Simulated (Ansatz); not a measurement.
Q: Name crystals whose computed values (PBEsol in the plane-wave PAW code Ansatz) fall in these windows: HSE06 gap (eV) 3.0 to 3.7; B₀ by P(V) fit (GPa) 160 to 210; gap (eV) 1.6 to 2.1.

A: 

```tsv
crystal	HSE06 gap (eV)	B₀ by P(V) fit (GPa)	gap (eV)
BaTiO3, cubic perovskite	3.26	180	1.82
```
Others may fit too.

Not the usual ambient phase: BaTiO3, cubic perovskite. The cell was relaxed under the symmetry of its start. Rows with no word on spin ran without spin polarisation. Scalar-relativistic: spin–orbit coupling is off unless named, which matters more the heavier the elements.

Potentials: the later of the program's two PAW sets.
